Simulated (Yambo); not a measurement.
Consider the following.

```
RbLuO2
1.0
    1.69098     0.97629     6.42536
   -1.69098     0.97629     6.42536
    0.00000    -1.95257     6.42536
O Rb Lu
2 1 1
Direct
  0.77506   0.77506   0.77506
  0.22494   0.22494   0.22494
  0.00000   0.00000   0.00000
  0.50000   0.50000   0.50000
```

Workflow: PBEsol (pw.x of Quantum ESPRESSO, ONCV potentials, scalar-relativistic), then G0W0 in Yambo (4×4×4 Γ-centred k mesh, bands 2 to 129 and a 8 Ry block in the screening, 129 bands in G with the Bruneval-Gonze terminator, plasmon pole fitted at 27.2 eV).

### Question
Give the PBEsol and G0W0 gaps between the band edges found on this mesh, and say where the edges lie.

### Answer
Edges: Γ → F. PBEsol: 3.22 eV; G0W0: 3.96 eV. Nearest settings tried, and what they do to the gap: 86 bands in W, 86 bands in G: +80 meV. Not varied: block, mesh. So the settings aren't converged at that level. The 4f states are in the valence at their DFT position.

Geometry relaxed with PBEsol.
